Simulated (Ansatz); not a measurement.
The cell below belongs to a search over invented structures; it isn't taken from experiment.

Input and command of a plane-wave DFT calculation in Ansatz:

```yaml
crystal:
  lattice:
    - [5.9112336471, 0.0, 0.0]
    - [-2.9556168235, 5.1192785061, 0.0]
    - [0.0, 0.0, 4.7508565403]
  atoms:
    - { symbol: Ta, position: [0.5, 0.0, 0.0] }
    - { symbol: Ta, position: [0.0, 0.5, 0.0] }
    - { symbol: Ta, position: [0.5, 0.5, 0.0] }
    - { symbol: S, position: [0.5, 0.0, 0.5] }
    - { symbol: S, position: [0.0, 0.5, 0.5] }
    - { symbol: S, position: [0.5, 0.5, 0.5] }
    - { symbol: S, position: [0.0, 0.0, 0.7555887376] }
    - { symbol: S, position: [0.0, 0.0, 0.2444112624] }
basis:
  ecutwfc: 420
kpoints:
  mp_grid: { grid: [6, 6, 8] }
hamiltonian:
  xc: pbe
scf:
  occupations: { method: gaussian, width: 0.1 }
output:
  forces: true
  stress: true
  eigenvalues: true
  write_density: true
  write_potential: true
  elf: true
  volumetric_format: npy
relax:
  adjacent_minimum: "off"
  f_tol: 0.01
  max_steps: 80
  cell: { stress_tol: 0.05 }
```

```bash
ansatz run input.yaml --threads 1 --pin off --max-ram 2560MiB --backend cpu --events-out ev --progress --plain --runs-dir out
```

Processor: Arm Neoverse V2, 1 thread, on a host shared with other jobs.

Estimate time, memory and problem size.

About 3.5 min, peak memory 0.5 GiB. It solves 43 bands at 35 k points (after reduction by symmetry) with about 3033 plane waves (on the last cell), in 114 SCF iterations over 18 ionic steps.
